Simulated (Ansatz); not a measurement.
A structure of MgO relaxed with PBEsol (plane waves to 420 eV, PAW, scalar-relativistic; Ansatz, an electronic-structure program); single points at other levels follow on the same geometry (Ansatz, PAW; HSE06 at 420 eV on a 8×8×4 k-mesh; no spin-orbit coupling). Space group P6₃mc (No. 186).

```
CELL_PARAMETERS angstrom
      3.30204     0.00000     0.00000
     -1.65102     2.85965     0.00000
      0.00000     0.00000     5.02391
ATOMIC_POSITIONS crystal
  Mg 0.66667 0.33333 0.01100
  Mg 0.33333 0.66667 0.51100
  O  0.66667 0.33333 0.61420
  O  0.33333 0.66667 0.11420
```

```tsv
level	gap (eV)	kind	conduction minimum
PBEsol	3.36	direct	Γ
HSE06	5.09	–	Γ
```

No spin polarisation in the result.

The run could not lose the symmetry of its start; a randomly shaken copy of 8 atoms returns to this structure.

The first start was generated by placing the elements on the sites of a structure type. Materials Project lists a structure of MgO in the same space group, P6₃mc (No. 186); the sites were not compared with it, nor with measured phases. Known forms of MgO include space group No. 225.
